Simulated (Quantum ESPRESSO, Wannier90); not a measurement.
## ZrO2 (fluorite), plane waves to Wannier functions

```xyz
3
Lattice="0.0000 2.5451 2.5451 2.5451 0.0000 2.5451 2.5451 2.5451 0.0000" Properties=species:S:1:pos:R:3 pbc="T T T"
Zr     0.0000     0.0000     0.0000
O      1.2725     1.2725     1.2725
O     -1.2725    -1.2725    -1.2725
```

Materials Project entry mp-1565; symmetrised, unrelaxed at this level. COD (Crystallography Open Database) records the formula in this space group. Ideal cubic forms of this type are often high-temperature phases that distort on cooling; symmetry holds the cell here, and its stability was not tested. Computed values, not measurements, from PBEsol: Quantum ESPRESSO (norm-conserving PseudoDojo potentials, cutoff 68 Ry, no spin polarisation, no spin-orbit coupling) on a Γ-centred 10×10×10 mesh, then Wannier90. Density: 10×10×10 mesh, cold smearing 0.01 Ry.

Base run: 11 functions from bands 7-27 of the 27 computed, start hydrogen-like Zr: d; O: p, frozen window up to 4.80 eV relative to the valence-band maximum, outer window open. Rows change the key named; with other orbitals the number of functions and the frozen window follow, as listed; window edges are relative to the valence-band maximum. The misfit compares interpolated bands with pw.x on a high-symmetry path, for states up to 4.3 eV relative to the valence-band maximum. Converged means that the tolerances were met: symmetric starts can stop on a saddle, which shows as a larger Ω_OD at equal Ω_I and can move the misfit too.

Rows with other orbitals or bands describe another subspace, so their Ω_I can't be set against the base's. Runs that didn't settle are not listed.

```tsv
setting	orbitals	bands	functions	frozen to (eV)	Ω_I (Å²)	Ω_D (Å²)	Ω_OD (Å²)	rms misfit (meV)	worst (meV)	ended
base	Zr d, O p	7-27	11	4.80	10.64	0.00	0.17	0.2	1.2	converged
num_iter = 0 (projection only)	Zr d, O p	7-27	11	4.80	10.64	0.00	0.19	0.2	1.1	no minimisation
other orbitals: Zr: p;d; O: p	Zr pd, O p	7-27	14	4.80	16.92	0.00	3.60	0.2	1.1	converged
other orbitals: Zr: d; O: s;p	Zr d, O sp	5-27	13	4.80	9.94	0.00	1.94	0.2	1.2	converged
other orbitals: Zr: s;d; O: p	Zr sd, O p	7-27	12	4.80	12.70	0.00	0.24	0.2	1.1	converged
start: atomic waves of the pseudopotential files	Zr 4d, Zr 5s, O 2p	7-27	12	4.80	12.70	0.00	0.24	0.2	1.1	converged
atomic waves with projectability windows 0.01 and 0.95	Zr 4d, Zr 5s, O 2p	7-27	12	4.80	13.32	0.01	0.37	0.4	1.6	converged
```
